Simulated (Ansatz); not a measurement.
The relaxed structure here is a generated cell of B6P: the first start was made by placing the elements on the sites of a structure type, and the end was not matched to a known phase here, so it may be hypothetical.

The start is a generated trial cell of B6P in the AFLOW prototype A6B_cP7_221_f_a (D2_1, as in CaB6). A full variable-cell relaxation at zero pressure is run with r2SCAN (plane waves to 500 eV, PAW, scalar-relativistic; Ansatz, an electronic-structure program). The first steps use a coarse 6×6×6 k-mesh.

Initial structure:
```yaml
crystal:
  lattice:
    - [3.93728, 0.00000, 0.00000]
    - [0.00000, 3.93728, 0.00000]
    - [0.00000, 0.00000, 3.93728]
  atoms:
    - { symbol: P, position: [0.00000, 0.00000, 0.00000] }
    - { symbol: B, position: [0.21170, 0.50000, 0.50000] }
    - { symbol: B, position: [0.78830, 0.50000, 0.50000] }
    - { symbol: B, position: [0.50000, 0.50000, 0.21170] }
    - { symbol: B, position: [0.50000, 0.50000, 0.78830] }
    - { symbol: B, position: [0.50000, 0.21170, 0.50000] }
    - { symbol: B, position: [0.50000, 0.78830, 0.50000] }
```

Task: What is the largest force in the starting geometry, and on which atom (counted from 1)?

Result: About 5.5 eV/Å, on B2, B3, B4, B5, B6, B7 (atoms numbered as listed).

Task: How does the volume per atom move from start to end?

Result: +16.5 %, from 8.72 to 10.16 Å³/atom.

Task: How do the shortest distances between atoms change?

Result: The closest pairs of elements (up to four, under 3.6 Å), start → end: B–B 1.61 → 1.64 Å; B–P 2.91 → 3.04 Å.

Task: Is the relaxed structure metallic? Give its gap.

Result: Zero (metallic).

Task: Give the final cell and atomic positions.

Result: 
Space group Pm-3m (No. 221); a = b = c = 4.143 Å, α = β = γ = 90.00°

| atom | site | symmetry | x | y | z |
|---|---|---|---|---|---|
| P | 1a | m-3m | 0.0000 | 0.0000 | 0.0000 |
| B | 6f | 4m.m | 0.1981 | 0.5000 | 0.5000 |

The space group stays Pm-3m (No. 221) (the run could not lower it); the end is AFLOW prototype A6B_cP7_221_f_a (D2_1, as in CaB6), with 7 atoms in the primitive cell. Final values are on a 11×11×11 k-mesh of the relaxed cell. No spin polarisation in the result. The relaxed primitive cell holds an odd number of electrons. A magnetic state may lie lower.

The run could not lose the symmetry of its start: the end is stationary, and may be a saddle point rather than a minimum.
